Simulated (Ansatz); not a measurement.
The start is a generated trial cell of TiSi2 in the AFLOW prototype AB2_hP12_194_f_ah (C14, as in MgZn2). A full variable-cell relaxation at zero pressure is run with PBE (plane waves to 420 eV, PAW, scalar-relativistic; Ansatz, a first-principles code). The first steps use a coarse 5×5×3 k-mesh.

Starting cell:
```yaml
crystal:
  lattice:
    - [4.96653, 0.00000, 0.00000]
    - [-2.48327, 4.30114, 0.00000]
    - [0.00000, 0.00000, 8.14538]
  atoms:
    - { symbol: Ti, position: [0.33333, 0.66667, 0.06286] }
    - { symbol: Ti, position: [0.66667, 0.33333, 0.56286] }
    - { symbol: Ti, position: [0.66667, 0.33333, 0.93714] }
    - { symbol: Ti, position: [0.33333, 0.66667, 0.43714] }
    - { symbol: Si, position: [0.00000, 0.00000, 0.00000] }
    - { symbol: Si, position: [0.00000, 0.00000, 0.50000] }
    - { symbol: Si, position: [0.83049, 0.16951, 0.25000] }
    - { symbol: Si, position: [0.66097, 0.83049, 0.75000] }
    - { symbol: Si, position: [0.83049, 0.66097, 0.25000] }
    - { symbol: Si, position: [0.16951, 0.83049, 0.75000] }
    - { symbol: Si, position: [0.33903, 0.16951, 0.25000] }
    - { symbol: Si, position: [0.16951, 0.33903, 0.75000] }
```

Initial pressure: -5 GPa (negative: the cell is under tension)
Largest initial force: about 0.5 eV/Å, on Si7, Si8, Si9, Si10, Si11, Si12 (atoms numbered as listed)
Energy released: 0.02 eV/atom
Shortest distances (start → end): The closest pairs of elements (up to four, under 3.6 Å), start → end: Si–Si 2.44 → 2.37 Å; Si–Ti 2.91 → 2.80 Å; Ti–Ti 3.04 → 3.00 Å
Optimiser moves: 6

Final structure:

Space group P6₃/mmc (No. 194); a = 4.932 Å, b = 4.932 Å, c = 7.881 Å, α = 90.00°, β = 90.00°, γ = 120.00°

```json
[
 {"atom": "Ti", "site": "4f", "symmetry": "3m.", "x": "0.3333", "y": "0.6667", "z": "0.0592"},
 {"atom": "Si", "site": "2a", "symmetry": "-3m.", "x": "0.0000", "y": "0.0000", "z": "0.0000"},
 {"atom": "Si", "site": "6h", "symmetry": "mm2", "x": "0.3458", "y": "0.1729", "z": "0.2500"}
]
```

Final values are on a 9×9×5 k-mesh of the relaxed cell. No spin polarisation in the result.

The run could not lose the symmetry of its start: the end is stationary, and may be a saddle point rather than a minimum.

The relaxed structure here is a generated cell of TiSi2: the first start was made by placing the elements on the sites of a structure type, and the end was not matched to a known phase here, so it may be hypothetical. Known forms of TiSi2 include space group No. 63, 70.
